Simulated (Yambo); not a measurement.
Yambo run on AlN (wurtzite, space group P6_3mc, No. 186). The wavefunctions are norm-conserving PBEsol (Quantum ESPRESSO, 84 Ry, no spin-orbit coupling) ones on a 6×6×4 mesh (8 occupied bands); a = 3.113 Å, b = 3.113 Å, c = 4.983 Å, α = 90.00°, β = 90.00°, γ = 120.00°.

Yambo input:

```
rim_cut
gw0
dyson
el_el_corr
HF_and_locXC
ppa
em1d
RandQpts= 1000000
RandGvec= 1 Ry
EXXRLvcs= 84 Ry
VXCRLvcs= 336 Ry
Chimod= "HARTREE"
% BndsRnXp
 1 | 77 |
%
NGsBlkXp= 8 Ry
% LongDrXp
 1.0 | 1.0 | 1.0 |
%
PPAPntXp= 27.2114 eV
% GbndRnge
 1 | 28 |
%
GTermKind= "BG"
DysSolver= "n"
ExtendOut
% QPkrange
 1 | 1 | 8 | 9 |
%
```

k points by index: 1 = Γ.

Resulting energies as the program prints them:

```
#    K-point    Band    Eo [eV]    E [eV]    E-Eo [eV]    Vxc [eV]    Vnlxc [eV]    Sc|Eo [eV]    Sc|E [eV]    dSc/dw|Eo [eV]    Re(Z)    Im(Z)
#
    1    8    0.000000    -0.797136    -0.797136    -16.89140    -20.89608    3.009246    3.207548    -6.768446    0.800808    -0.001180
    1    9    4.104534    4.793516    0.688983    -12.64570    -8.161423    -3.650978    -3.795295    -5.699077    0.826830    -0.001033
```
(The two width columns are left out.) Convergence of these settings isn't established.

Geometry relaxed with PBEsol.
